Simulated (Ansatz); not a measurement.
Relaxed In2Si2O7 (space group C2/m):

```xyz
11
Lattice="3.2827 -4.2785 0.0000 3.2827 4.2785 0.0000 -1.0162 0.0000 4.5749" Properties=species:S:1:pos:R:3 pbc="T T T"
In     3.2827     1.6511     0.0000
In     3.2827    -1.6511     0.0000
Si     1.0457     0.0000     1.8785
Si     4.5036     0.0000     2.6964
O      4.2192    -1.3466     3.5721
O      1.3301     1.3466     1.0028
O      1.3301    -1.3466     1.0028
O      4.2192     1.3466     3.5721
O     -0.5081     0.0000     2.2875
O      3.6988     0.0000     1.2887
O      1.8505     0.0000     3.2862
```

A phonon eigenvector at Γ is frozen into this cell: atom i moves by Q times the vector below, so Q is the largest atomic displacement, in Å. The cell is held.

```csv
atom,x,y,z
In1,0.002,0.000,-0.002
In2,0.002,0.000,-0.002
Si3,-0.211,0.000,0.071
Si4,-0.211,0.000,0.071
O5,-0.029,-0.034,0.030
O6,-0.029,-0.034,0.030
O7,-0.029,0.034,0.030
O8,-0.029,0.034,0.030
O9,0.971,0.000,-0.241
O10,-0.071,0.000,-0.051
O11,-0.071,0.000,-0.051
```

These are LDA (plane waves to 420 eV, PAW, scalar-relativistic; Ansatz, a program for electronic structure) values and carry that method's errors. k mesh 5×5×6 (Γ-centred), Fermi-Dirac smearing 0.05 eV. E stands for the smeared free energy. Left out: 4 of 13 points, with atoms too close for the PAW data. In2Si2O7 was relaxed with its symmetry unable to fall. The zero of ΔE is the undisplaced structure.

```csv
Q (Å),ΔE (meV/cell)
-0.1867,withheld
-0.1400,984
-0.0933,420
-0.0467,102
0.0000,0
0.0467,102
0.0933,420
0.1400,984
0.1867,withheld
```

### Question
Fit an even polynomial form (powers 2, 4) to the given rows and predict ΔE at Q = -0.1867.

### Answer
Least squares on the 7 given rows: ΔE = (46640)·Q² + (182100)·Q⁴, in meV/cell with Q in Å; root-mean-square residual 0.3 meV/cell. At -0.1867 the fit gives 1847 meV/cell; the calculation gives 1854 meV/cell, so the extrapolation is off by -7 (-0.4 %). The quadratic term alone would give 1626 meV/cell.

(A displaced cell: forces are minus the slopes of the energy, force constants its curvatures, and phonons follow from these.)
